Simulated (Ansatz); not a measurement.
SrHfN₂ in space group R-3m (No. 166; Sr on 3a, Hf on 3b, N on 6c), r²SCAN (plane waves, PAW; program Ansatz). The conduction-band minimum lies at F, with 3 equivalent valleys. Second derivatives d²E/dk² of the lowest band at one valley (eV·Å²), along Cartesian directions:

```
direction  d²E/dk²
---------  -------
[100]        21.38
[010]        33.02
[001]        29.41
[110]        17.11
[101]        12.61
[011]        23.85
```

**Question.** Find the principal effective masses, the density-of-states mass and the conductivity mass.

**Answer.** Off-diagonal terms follow from H_xy = H[110] − (H_xx + H_yy)/2, and m*/mₑ = 7.620 eV·Å² over each eigenvalue: 0.20, 0.20, 1.2. One valley's DOS mass (m₁m₂m₃)^(1/3) = 0.36, conductivity mass 3/(Σ 1/mᵢ) = 0.27 mₑ.

**Question.** What effective density of states Nc follows at 300 K for parabolic valleys?

**Answer.** Nc = 2.509e19 × 3 × (0.36)^(3/2) ≈ 1.6e19 cm⁻³.

The first step of the workflow began from a Materials Project structure, measured or hypothetical; the Crystallography Open Database copy checked does not list it. Its standing as an ambient phase is unchecked. The cell was relaxed with r²SCAN under the symmetry of its start; its stability against distortions is not shown here. The run is not spin-polarised. Spin–orbit coupling is left out wherever it is not named.

Potentials: the later of the program's two PAW sets.

Edges and masses are those of Kohn–Sham bands, whose gap is no quasiparticle gap.
